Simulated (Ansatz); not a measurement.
Ti2BiN:
```xyz
8
Lattice="3.3043 0.0000 0.0000 -1.6522 2.8616 0.0000 0.0000 0.0000 13.2298" Properties=species:S:1:pos:R:3 pbc="T T T"
Ti     0.0000     1.9078     7.5773
Ti     1.6522     0.9539     5.6525
Ti     1.6522     0.9539     0.9624
Ti     0.0000     1.9078    12.2675
Bi     0.0000     1.9078     3.3075
Bi     1.6522     0.9539     9.9224
N      0.0000     0.0000     0.0000
N      0.0000     0.0000     6.6149
```

Relaxed with PBE. Special points in fractions of this cell's reciprocal vectors: Γ (0.000, 0.000, 0.000); M (0.500, 0.000, 0.000); K (0.333, 0.333, 0.000); A (0.000, 0.000, 0.500); L (0.500, 0.000, 0.500); H (0.333, 0.333, 0.500).

**Question.** List the band energies nearest the Fermi level at these points for PBE with spin–orbit coupling (plane waves, PAW; program Ansatz).

**Answer.** In eV from the Fermi level; about four levels below and three above (degenerate sets whole), none deeper than 8.9 eV; points with the same levels are listed once.

```csv
k,below,above
Γ,-0.51 -0.51 -0.51 -0.51 -0.51 -0.51 -0.51 -0.51,0.87 0.87 1.01 1.01
M,-1.86 -1.86 -1.74 -1.74,0.20 0.20 0.24 0.24
K,-0.45 -0.45 -0.43 -0.43,0.14 0.14 0.18 0.18
A,-0.51 -0.51 -0.51 -0.51,1.04 1.04 1.04 1.04
L,-1.79 -1.79 -1.79 -1.79,0.22 0.22 0.22 0.22
H,-0.54 -0.54 -0.45 -0.45,0.45 0.45 0.48 0.48
```

Space group P6_3/mmc. The start of the workflow was typed in or built on a structure type; neither database checked (COD, Materials Project) lists it. Whether it is the stable phase at ambient conditions was not checked. Symmetry was held in the PBE relaxation; its stability against distortions is not shown here. The workflow began spin-polarised and lost its moments.

Potentials: the later of the program's two PAW sets.
